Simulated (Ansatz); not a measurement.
## TiAl (CuAu type, space group P4/mmm): frozen-phonon scan

Starting cell, TiAl (CuAu type, space group P4/mmm):

```
CELL_PARAMETERS angstrom
      5.64852     0.00000     0.00000
      0.00000     2.82426     0.00000
      0.00000     0.00000     4.07079
ATOMIC_POSITIONS crystal
  Al 0.25000 0.50000 0.50000
  Al 0.75000 0.50000 0.50000
  Ti 0.00000 0.00000 0.00000
  Ti 0.50000 0.00000 0.00000
```

The atoms are displaced by Q × the pattern below (from a DFPT mode at X = (0.5, 0.0, 0.0), largest move 1; Q in Å), at fixed cell. (q is in reciprocal vectors of the primitive cell; the cell shown is doubled to hold the pattern.)

| atom | x | y | z |
|---|---|---|---|
| Al1 | 0.000 | 0.000 | 1.000 |
| Al2 | 0.000 | 0.000 | -1.000 |

Atoms not listed stay in place.

Level of theory: PBE (plane waves to 420 eV, PAW, scalar-relativistic; Ansatz, a first-principles code). k mesh 8×16×12 (Γ-centred), Fermi-Dirac smearing 0.05 eV. The energy includes the smearing's −TS. Stress and pressure are positive under compression. With partly filled bands, energies and forces of such displacements shift with the k mesh and the smearing. TiAl is run without spin polarisation. TiAl was relaxed with its symmetry unable to fall. ΔE is measured from the undisplaced structure.

| Q (Å) | ΔE (meV/cell) | P (GPa) | −dE/dQ from forces (eV/Å) |
|---|---|---|---|
| -0.180 | 270 | 1.6 | 2.997 |
| -0.150 | 187 | 1.1 | 2.498 |
| -0.120 | 120 | 0.7 | 1.999 |
| -0.090 | 67 | 0.4 | 1.499 |
| -0.060 | 30 | 0.2 | 1.000 |
| -0.030 | 7 | 0.0 | 0.500 |
| 0.000 | 0 | 0.0 | 0.000 |
| 0.030 | 7 | 0.0 | -0.500 |
| 0.060 | 30 | 0.2 | -1.000 |
| 0.090 | 67 | 0.4 | -1.499 |
| 0.120 | 120 | 0.7 | -1.999 |
| 0.150 | 187 | 1.1 | -2.498 |
| 0.180 | 270 | 1.6 | -2.997 |

Read from the data:

- Energy at Q = 0.180 Å = 270 meV/cell
- Space group of the distorted cell = Pmma (No. 51), lowered from P4/mmm
- Symmetry of the curve = even: the same for both signs
- Shape of the curve = a single well with its minimum at or next to zero displacement
- Harmonic wavenumber from the curvature (finite differences) = 290 cm⁻¹

The 13 points together took roughly 5 core-minutes.

(A displaced cell: forces are minus the slopes of the energy, force constants its curvatures, and phonons follow from these.)
